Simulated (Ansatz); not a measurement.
MgB2, DFT, LDA, all-electron PAW with datasets made for the crystal, scalar-relativistic (Ansatz 0.2.0), run on 1 thread of Arm Neoverse V2 on a shared host.

The geometry is COD entry 1000026, unchecked; take it as a test cell. The listed cell was then made from it by scaling, straining or moving an atom.

Command: `ansatz run input.yaml --threads 1 --pin off --max-ram 4096MiB --backend cpu --events-out ev --progress --plain --runs-dir out`

```yaml
crystal:
  lattice:
    - [3.0850007055, 0.0, 0.0]
    - [-1.5425003528, 2.6716889817, 0.0]
    - [0.0, 0.0, 3.55823]
  atoms:
    - { symbol: Mg, position: [0.0, 0.0, 0.0] }
    - { symbol: B, position: [0.3333333333, 0.6666666667, 0.5] }
    - { symbol: B, position: [0.6666666667, 0.3333333333, 0.5] }
kpoints:
  mp_grid: { grid: [15, 15, 12] }
scf:
  occupations: { method: fermi_dirac, width: 0.05 }
hamiltonian:
  xc: lda
  pseudopotentials: { kind: all_electron, datasets: crystal }
output:
  forces: true
  stress: true
  eigenvalues: true
  efg: { contact_densities: true }
```

Task: How large is the problem that the program sets up?

Result: 189 irreducible k-points, 377 plane waves at Γ, 8 bands.

Task: About how long does it take, and how much memory does it use?

Result: 9.9 s of wall time for 8 SCF iterations, with a peak of 0.47 GiB. Times on shared machines scatter by tens of per cent.

Task: And the same cell and mesh by frozen-core PAW, asked for forces, stress, eigenvalues, efg, on the same hardware?

Result: 3.8 s, peak memory 0.34 GiB.
